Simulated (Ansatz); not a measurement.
AlP:
```yaml
crystal:
  lattice:
    - [0.00000, 2.73522, 2.73522]
    - [2.73522, 0.00000, 2.73522]
    - [2.73522, 2.73522, 0.00000]
  atoms:
    - { symbol: P, position: [0.75000, 0.75000, 0.75000] }
    - { symbol: Al, position: [0.00000, 0.00000, 0.00000] }
```

x, y and z are the axes in which the lattice vectors are written.

**Question.** Give the high-frequency dielectric tensor and the Born effective charge tensors of the independent atoms from DFPT, plane-wave PAW PBEsol (Ansatz code).

**Answer.** 
ε∞:
```
8.30  0.00  0.00
0.00  8.30  0.00
0.00  0.00  8.30
```
Z* of atom 1 (P), rows: field, columns: displacement, in e:
```
-2.23   0.00   0.00
 0.00  -2.23   0.00
 0.00   0.00  -2.23
```
Z* of atom 2 (Al), rows: field, columns: displacement, in e:
```
2.23  0.00  0.00
0.00  2.23  0.00
0.00  0.00  2.23
```

Space group F-43m (zinc blende). The cell was relaxed with PBEsol under the symmetry of its start.

Potentials: the later of the program's two PAW sets.
